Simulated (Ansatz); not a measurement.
(111) slab cut from the bulk of HfN, Fm-3m (No. 225); the slab's formula is Hf5N6:

```xyz
11
Lattice="3.2158 0.0000 0.0000 -1.6079 2.7849 0.0000 0.0000 0.0000 28.1283" Properties=species:S:1:pos:R:3 pbc="T T T"
N     0.0000    1.8566    7.5000
Hf    1.6079    0.9283    8.8128
N     0.0000    0.0000   10.1257
Hf    0.0000    1.8566   11.4385
N     1.6079    0.9283   12.7513
Hf    0.0000    0.0000   14.0642
N     0.0000    1.8566   15.3770
Hf    1.6079    0.9283   16.6898
N     0.0000    0.0000   18.0027
Hf    0.0000    1.8566   19.3155
N     1.6079    0.9283   20.6283
```

The calculation used DFT PBE, scalar-relativistic, plane waves, PAW (Ansatz 0.2.0). Plane waves to 420 eV, a k mesh through Γ of 12×12×1 on the computed 11-atom cell and Gaussian smearing (0.10 eV); no spin polarisation. The cell repeats along c with a dipole correction in the vacuum.

**Question.** What forces act on the atoms?

**Answer.**
| atom | Fx (eV/Å) | Fy (eV/Å) | Fz (eV/Å) |
| --- | --- | --- | --- |
| N1 | 0.000 | 0.000 | 5.087 |
| Hf2 | 0.000 | 0.000 | -6.826 |
| N3 | 0.000 | 0.000 | 1.514 |
| Hf4 | 0.000 | 0.000 | 0.280 |
| N5 | 0.000 | 0.000 | -0.166 |
| Hf6 | 0.000 | 0.000 | 0.000 |
| N7 | 0.000 | 0.000 | 0.166 |
| Hf8 | 0.000 | 0.000 | -0.280 |
| N9 | 0.000 | 0.000 | -1.514 |
| Hf10 | 0.000 | 0.000 | 6.826 |
| N11 | 0.000 | 0.000 | -5.087 |

Spin–orbit coupling is left out, which can shift energies with elements as heavy as these.

Cost: 1 run of about 0.62 core-minutes, on Intel Xeon 6975P-C (Granite Rapids) (shared hosts).